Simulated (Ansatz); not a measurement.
# Biaxial strain in Si (Fd-3m)

```yaml
crystal:
  lattice:
    - [2.70098, 2.70098, 0.00000]
    - [-2.70098, 2.70098, 0.00000]
    - [0.00000, 2.70098, 2.70098]
  atoms:
    - { symbol: Si, position: [0.25000, 0.75000, 0.50000] }
    - { symbol: Si, position: [0.00000, 0.00000, 0.00000] }
```

This cell was relaxed by PAW under LDA. A film on a (001) substrate is mimicked by stretching x and y by ε∥; the length along z and the atoms then relax by PAW (default files of Ansatz 0.2.0, cutoff 420 eV, stress met within about 0.05 GPa). Stress and levels come from LDA, all-electron LAPW in Ansatz 0.2.0, scalar-relativistic; k mesh 8×8×8, fixed occupations, basis error target 0.5 meV/atom. Conduction levels are in eV over the valence top, at fixed fractional wave vectors («min» is a refined band extremum of the unstrained crystal off the named points).

```
ε∥ (%)  ε⊥ (%)  σ∥ (GPa, tension positive)  min ⊥ z  min ∥ z  X ⊥ z  X ∥ z  2nd valence level at Γ     3rd
  -2.0   1.591                       -3.64    0.205    0.529  0.345  0.639                   0.000  -0.269
  -1.0       ?                           ?        ?        ?      ?      ?                       ?       ?
  -0.5   0.394                       -0.84    0.386    0.466  0.522  0.594                   0.000  -0.064
   0.0   0.000                        0.05    0.445    0.445  0.578  0.578                   0.000   0.000
   0.5  -0.383                        0.91    0.441    0.362  0.573  0.502                  -0.061  -0.061
   1.0  -0.774                        1.75    0.437    0.279  0.567  0.427                  -0.122  -0.122
   2.0  -1.607                        3.32    0.432    0.112  0.558  0.274                  -0.241  -0.241
```

The last two columns are counted from the highest valence level at Γ.

Question: How does the film contract along z, and how stiff is it in the plane?

Answer: Quadratic fits through the 6 rows shown have slopes dε⊥/dε∥ = -0.796 and dσ∥/dε∥ = 174.1 GPa at zero strain. Elasticity asks −2C12/C11 = -0.801 and C11 + C12 − 2C12²/C11 = 173.9 GPa, from PAW constants C11 = 161.1, C12 = 64.5 GPa. At the level of the σ∥ column the films keep up to 0.04 GPa along z against the unstrained cell, and the constants are scalar-relativistic PAW values, so part of the difference is the change of level.

Question: Which shear deformation potential b does the valence splitting give?

Answer: Without spin-orbit coupling the single level moves against the pair by 3b(ε⊥ − ε∥): -0.0640 eV at ε⊥ − ε∥ = 0.00894 and 0.0615 eV at -0.00883, so b = -2.35 eV.

Question: And the uniaxial potential of the lowest valleys?

Answer: The valley along z moves against those in the plane by Ξu(ε⊥ − ε∥): from 0.0802 to -0.0789 eV between the two smallest strains, so Ξu = 8.96 eV.

Question: Fill the row at ε∥ = -1.0 %.

Answer: The fits give ε⊥ = 0.801 % and σ∥ = -1.74 GPa. Computed: ε⊥ (%) = 0.780, σ∥ (GPa, tension positive) = -1.75, min ⊥ z = 0.327, min ∥ z = 0.487, X ⊥ z = 0.464, X ∥ z = 0.608, 2nd valence level at Γ = 0.000, 3rd = -0.129. The levels have a kink at zero strain, where another valence state takes the top, so one parabola doesn't fit them.

Question: What is the slope of the gap under small compression and under small tension?

Answer: dE_g/dε∥ is 117 meV per % on the compressed side and -166 on the stretched side, so the gap falls either way. The lowest conduction level lies at min ⊥ z under the strongest compression and at min ∥ z under the strongest tension.

Keep in mind: the frozen-core PAW files of the relaxations were fitted under PBE, their cores solved anew for this functional; semilocal gaps are low, and the spacing of valleys can be off by tenths of an eV; levels are read at fixed fractional k, so an edge that moves off these points is missed.
